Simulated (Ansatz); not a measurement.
Relaxed-ion elastic tensor of Cd2SeS in space group P3m1 (No. 156; Cd on 1a, Cd on 1b, Se on 1b, S on 1a) in GPa (Voigt order), LDA in the plane-wave PAW code Ansatz; density 5.48 g/cm³, 25.43 Å³ per atom.

```
85.9  53.1  45.9   0.9   0.0   0.0
53.1  85.9  45.9  -0.9   0.0   0.0
45.9  45.9  97.6   0.0   0.0   0.0
 0.9  -0.9   0.0  14.4   0.0   0.0
 0.0   0.0   0.0   0.0  14.4   0.9
 0.0   0.0   0.0   0.0   0.9  16.4
```

Q: Is the crystal mechanically stable?

A: Yes: the smallest eigenvalue of C is 14.1 GPa.

Q: Work out the Voigt, Reuss and Hill averages.

A: K_V = 62.1, K_R = 62.1, K_H = 62.1; G_V = 17.3, G_R = 16.6, G_H = 16.9 GPa.

Q: Give Young's modulus, Poisson's ratio, Pugh's ratio and the universal anisotropy index.

A: E = 9KG/(3K + G) = 46.6 GPa; ν = 0.37; K/G = 3.67 (ductile by the Pugh limit of 1.75); A_U = 5G_V/G_R + K_V/K_R − 6 = 0.23.

Q: Estimate the sound speeds and the Debye temperature.

A: v_l = √((K + 4G/3)/ρ) = 3930 m/s, v_t = √(G/ρ) = 1760 m/s, mean 1980 m/s; Θ = (h/k)(3n/4πV)^(1/3) v_m = 201 K.

Q: How much does each axis shrink under pressure?

A: Linear compressibilities β_i = Σ_j S_ij (j = 1 to 3): x 5.5, y 5.5, z 5.0 per TPa.

The workflow started from a Materials Project entry (that database holds measured and hypothetical structures alike); the Crystallography Open Database copy checked does not list it. Its standing as an ambient phase is unchecked. The cell was relaxed with LDA under the symmetry of its start; of distortions, only those at the zone centre were tested.

Potentials: the later of the program's two PAW sets.
